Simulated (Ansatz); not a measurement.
# Rutile alloy of SnO2 and PbO2 (18 of 24 Sn sites exchanged), 72 atoms

Ansatz, PAW, plane waves. PBEsol relaxation of cell lengths and atoms (angles held) at the single k point (¼, ¼, ¼) without its symmetry partners; single points on the relaxed atoms at the single k point (¼, ¼, ¼) without its symmetry partners, onto which points of the small cell's zone fold. Arrangement: quasirandom. No spin–orbit coupling unless named.

Relaxed structure:

```yaml
crystal:
  lattice:
    - [9.91903, 0.00000, 0.00000]
    - [0.00000, 9.84280, 0.00000]
    - [0.00000, 0.00000, 10.06260]
  atoms:
    - { symbol: Pb, position: [0.99904, 0.00208, 0.99923] }
    - { symbol: Pb, position: [0.99736, 0.00615, 0.33573] }
    - { symbol: Pb, position: [0.99992, 0.49576, 0.66536] }
    - { symbol: Pb, position: [0.50308, 0.00094, 0.00137] }
    - { symbol: Pb, position: [0.50090, 0.00597, 0.33420] }
    - { symbol: Pb, position: [0.49950, 0.00488, 0.66509] }
    - { symbol: Pb, position: [0.50126, 0.49803, 0.00090] }
    - { symbol: Pb, position: [0.50326, 0.49345, 0.33472] }
    - { symbol: Pb, position: [0.49932, 0.49712, 0.66507] }
    - { symbol: Pb, position: [0.24774, 0.25420, 0.16906] }
    - { symbol: Pb, position: [0.24549, 0.24969, 0.83088] }
    - { symbol: Pb, position: [0.24467, 0.74525, 0.16759] }
    - { symbol: Pb, position: [0.24683, 0.75058, 0.49900] }
    - { symbol: Pb, position: [0.24644, 0.75024, 0.83374] }
    - { symbol: Pb, position: [0.75283, 0.24984, 0.83401] }
    - { symbol: Pb, position: [0.75233, 0.74606, 0.16789] }
    - { symbol: Pb, position: [0.75419, 0.75046, 0.50049] }
    - { symbol: Pb, position: [0.75445, 0.75047, 0.83250] }
    - { symbol: Sn, position: [0.99961, 0.00366, 0.66454] }
    - { symbol: Sn, position: [0.99711, 0.49828, 0.00339] }
    - { symbol: Sn, position: [0.99892, 0.49491, 0.33298] }
    - { symbol: Sn, position: [0.24518, 0.25001, 0.50003] }
    - { symbol: Sn, position: [0.75518, 0.25385, 0.16951] }
    - { symbol: Sn, position: [0.75351, 0.25033, 0.49781] }
    - { symbol: O, position: [0.16072, 0.14608, 0.00137] }
    - { symbol: O, position: [0.15887, 0.15174, 0.33971] }
    - { symbol: O, position: [0.15104, 0.15078, 0.65837] }
    - { symbol: O, position: [0.14791, 0.64542, 0.99970] }
    - { symbol: O, position: [0.15057, 0.64250, 0.33471] }
    - { symbol: O, position: [0.15873, 0.64401, 0.66630] }
    - { symbol: O, position: [0.66641, 0.15171, 0.00898] }
    - { symbol: O, position: [0.66603, 0.15657, 0.33340] }
    - { symbol: O, position: [0.66027, 0.15432, 0.65855] }
    - { symbol: O, position: [0.65827, 0.64907, 0.99966] }
    - { symbol: O, position: [0.66098, 0.64558, 0.33491] }
    - { symbol: O, position: [0.66382, 0.64611, 0.66659] }
    - { symbol: O, position: [0.33818, 0.35359, 0.99945] }
    - { symbol: O, position: [0.34020, 0.34739, 0.34201] }
    - { symbol: O, position: [0.33368, 0.34995, 0.65877] }
    - { symbol: O, position: [0.33888, 0.85037, 0.00126] }
    - { symbol: O, position: [0.33638, 0.85372, 0.33234] }
    - { symbol: O, position: [0.34160, 0.85137, 0.66641] }
    - { symbol: O, position: [0.84557, 0.35282, 0.00792] }
    - { symbol: O, position: [0.84653, 0.34832, 0.33470] }
    - { symbol: O, position: [0.84023, 0.34964, 0.65937] }
    - { symbol: O, position: [0.84171, 0.85289, 0.00136] }
    - { symbol: O, position: [0.83967, 0.85560, 0.33293] }
    - { symbol: O, position: [0.85038, 0.85406, 0.66624] }
    - { symbol: O, position: [0.08813, 0.40421, 0.16757] }
    - { symbol: O, position: [0.09277, 0.39511, 0.49171] }
    - { symbol: O, position: [0.08449, 0.39718, 0.84188] }
    - { symbol: O, position: [0.08684, 0.89931, 0.16844] }
    - { symbol: O, position: [0.08634, 0.90294, 0.50628] }
    - { symbol: O, position: [0.08986, 0.90516, 0.82474] }
    - { symbol: O, position: [0.59942, 0.39358, 0.16716] }
    - { symbol: O, position: [0.59974, 0.39330, 0.50069] }
    - { symbol: O, position: [0.59036, 0.39458, 0.83266] }
    - { symbol: O, position: [0.58994, 0.89633, 0.16894] }
    - { symbol: O, position: [0.59103, 0.90051, 0.49940] }
    - { symbol: O, position: [0.59600, 0.90351, 0.83220] }
    - { symbol: O, position: [0.41052, 0.10680, 0.16684] }
    - { symbol: O, position: [0.40066, 0.10706, 0.49978] }
    - { symbol: O, position: [0.41080, 0.10615, 0.83430] }
    - { symbol: O, position: [0.40653, 0.59517, 0.16901] }
    - { symbol: O, position: [0.41188, 0.60226, 0.49894] }
    - { symbol: O, position: [0.40792, 0.59996, 0.83283] }
    - { symbol: O, position: [0.90797, 0.11133, 0.16715] }
    - { symbol: O, position: [0.90331, 0.10356, 0.50748] }
    - { symbol: O, position: [0.91151, 0.10130, 0.82546] }
    - { symbol: O, position: [0.91119, 0.59306, 0.16889] }
    - { symbol: O, position: [0.91220, 0.59616, 0.49216] }
    - { symbol: O, position: [0.90901, 0.59455, 0.84073] }
```

(1) What are the mean bond lengths by pair (pairs within 1.2 times the sum of covalent radii, less contacts 15 % beyond the pair's median; cation–cation pairs of compounds aside; long ionic contacts are cut short by that bound)?

(2) What gap lies between the top filled and the lowest empty level in the single points?

Answers

(1) O–Pb 2.173 ± 0.017 Å (standard deviation, 108 bonds); O–Sn 2.086 ± 0.012 Å (standard deviation, 36 bonds).

(2) HSE06 1.97 eV (34 s on NVIDIA GB300). Away from Γ this isn't the crystal's band gap.
